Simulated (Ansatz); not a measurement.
## GeCl2, before and after

The cell of GeCl2 is invented: perovskite family, tilts a0a0c+, column order on A (Cmmm, No. 65) (A site Ge vacant; B site Ge; X site Cl). The dimensions are guesses.

POSCAR.start

```
Ge Cl
1.0
     4.55141   -4.55141    0.00000
     4.55141    4.55141    0.00000
     0.00000    0.00000    4.55141
Ge Cl
3 6
Direct
  0.00000 0.00000 0.50000
  0.00000 0.50000 0.00000
  0.50000 0.00000 0.00000
  0.77080 0.77080 0.00000
  0.27080 0.72920 0.00000
  0.00000 0.50000 0.50000
  0.22920 0.22920 0.00000
  0.72920 0.27080 0.00000
  0.50000 0.00000 0.50000
```

All numbers below come from Ansatz 0.2.0, DFT PBE, scalar-relativistic, plane waves, PAW. Cutoff 420 eV, Gaussian smearing, Γ-centred meshes. Cell and atoms relax first on a coarse mesh and then on a finer one. In between, the cell is made exact in the group found at 0.06 Å. In metals the finer mesh still leaves noise of several meV/atom or more. The steps can't lower the symmetry of their start. No spin polarisation.

POSCAR.end

```
Ge Cl
1.0
     4.97038   -5.12785    0.00000
     4.97038    5.12785    0.00000
     0.00000    0.00000    5.05108
Ge Cl
3 6
Direct
  0.00000 0.00000 0.50000
  0.00000 0.50000 0.00000
  0.50000 0.00000 0.00000
  0.83969 0.83969 0.00000
  0.31030 0.68970 0.00000
  0.00000 0.50000 0.50000
  0.16031 0.16031 0.00000
  0.68970 0.31030 0.00000
  0.50000 0.00000 0.50000
```

The symmetry stays Cmmm (No. 65). The volume per atom grows by 36.5 %, from 21.0 to 28.6 Å³. The shortest distance goes from 2.28 Å (Ge–Cl) to 2.53 Å (Ge–Cl). The energy falls by about 0.45 eV/atom (the start's value is from the coarse mesh).

```yaml
Volume_per_atom: 28.61 Å³
Density: 2.78 g/cm³
Energy_over_the_elements: −0.57 eV/atom
Gap_on_the_6×6×8_mesh_of_the_9-atom_cell: 0 eV (a metal)
```

Energies over the elements count from the elements' standard structures at the same level (Cl₂ as a molecule), with no fitted energy shifts. Whether it is stable depends on the other phases of the system, which aren't compared here.

The last run used Gaussian smearing of 0.10 eV. A structure relaxed within its symmetry needn't be a true minimum. In all, the 3 runs took 15 min on 1 thread of Intel(R) Xeon(R) Processor @ 2.50GHz (Skylake/Cascade Lake), with other jobs on the host.
